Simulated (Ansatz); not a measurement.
SnGeO₃:
```
CELL_PARAMETERS angstrom
      3.63236     0.00000     0.00000
      0.00000     3.63236     0.00000
      0.00000     0.00000     4.66668
ATOMIC_POSITIONS crystal
  Ge 0.50000 0.50000 0.49386
  Sn 0.00000 0.00000 0.02647
  O  0.50000 0.50000 0.86767
  O  0.50000 0.00000 0.35900
  O  0.00000 0.50000 0.35900
```

This is the PBEsol-relaxed structure.

All from the program Ansatz at the PBEsol level (PAW), unless another level is named. Give the electronic character.

metallic (no gap).

And the density of states at the Fermi level?

0.11 states/eV per atom (mean over ±0.08 eV).

Predict the formation energy from the elements (no fitted shifts).

-1.36 eV/atom.

Next, the gap with spin–orbit coupling?

none (metallic).

Space group P4mm. The cell is a constructed one: a structure type filled with these elements; neither database checked (COD, Materials Project) lists it. Whether it is the stable phase at ambient conditions was not checked. The cell was relaxed with PBEsol under the symmetry of its start; its stability against distortions is not shown here. The references are the lowest solids computed at this level, not always the standard phases (solids in place of the gases). Scalar-relativistic: spin–orbit coupling is off unless named, which matters more the heavier the elements.

Potentials: the earlier of the program's two PAW sets. The files were generated under PBE; for other functionals the program regenerates the frozen cores, and for LDA and PBEsol the local potential too.
